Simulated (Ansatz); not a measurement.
Given:

C:
```xyz
16
Lattice="9.0529 0.0000 0.0000 0.0000 2.5160 0.0000 0.0000 0.0000 4.1408" Properties=species:S:1:pos:R:3 pbc="T T T"
C      7.3372     0.6290     2.8980
C      4.3398     0.6290     3.7615
C      6.2916     0.6290     1.7614
C      0.3311     0.6290     3.8567
C      6.2421     1.8870     0.8276
C      0.1867     1.8870     1.6911
C      7.2878     1.8870     3.8318
C      4.1954     1.8870     1.7862
C      1.7157     1.8870     1.2428
C      4.7131     1.8870     0.3793
C      2.7613     1.8870     2.3794
C      8.7218     1.8870     0.2842
C      2.8108     0.6290     3.3133
C      8.8663     0.6290     2.4497
C      1.7652     0.6290     0.3090
C      4.8575     0.6290     2.3546
```

This is the r²SCAN-relaxed structure. x, y and z are the axes in which the lattice vectors are written.

Task: All from r²SCAN in the plane-wave PAW code Ansatz, unless another level is named. Predict the Young's modulus.

Result: 1040 GPa.

Task: Give the elastic constants (relaxed ions, GPa).

Result: C11 = 924, C22 = 1140, C33 = 1100, C12 = 52.4, C13 = 171, C23 = 82.8, C44 = 553, C55 = 483, C66 = 415.

Space group Pnma. The start of the workflow was typed in or built on a structure type; neither database checked (COD, Materials Project) lists it. It is not the phase usual at ambient conditions (space group No. 194, 227). The r²SCAN relaxation kept the symmetry of its start; its stability against distortions is not shown here.

Potentials: the later of the program's two PAW sets.
